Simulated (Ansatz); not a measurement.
This Na₂Sb structure is the end of a relaxation. The cell was found from a structure generator's guess, not taken from experiment.

Computed with DFT PBE, scalar-relativistic, plane waves, PAW (Ansatz). Cutoff 420 eV, Γ-centred mesh, Gaussian smearing, no spin polarisation.

```
CELL_PARAMETERS angstrom
0.00000 3.70757 3.70757
3.70757 0.00000 3.70757
3.70757 3.70757 0.00000
ATOMIC_POSITIONS crystal
Na 0.25000 0.25000 0.25000
Na 0.75000 0.75000 0.75000
Sb 0.50000 0.50000 0.50000
```

Formation energies are uncorrected and refer to the elements' standard structures at the same level.

**Question.** What space group does it have?

**Answer.** Fm-3m (No. 225), the anti-fluorite type. Conventional cell: a = 7.415 Å. Na is surrounded by 4 Sb at 3.21 Å and 6 Na at 3.71 Å; Sb is surrounded by 8 Na at 3.21 Å.

**Question.** What is its formation energy per atom?

**Answer.** −0.21 eV/atom.

**Question.** Is it a metal?

**Answer.** Yes, bands cross the Fermi level on the 12×12×12 mesh.

The last run used a 12×12×12 mesh for its 3-atom cell and Gaussian smearing of 0.10 eV. These runs have no spin–orbit coupling, which can matter for Sb. The cell is a metal run without spin; a magnetic state may lie lower. Symmetry constrained the relaxation, so the result can be a saddle point. Another cell of Na2Sb relaxed alike, in P4/mmm, lies 122 meV/atom lower, so this cell isn't the stable form at this level.
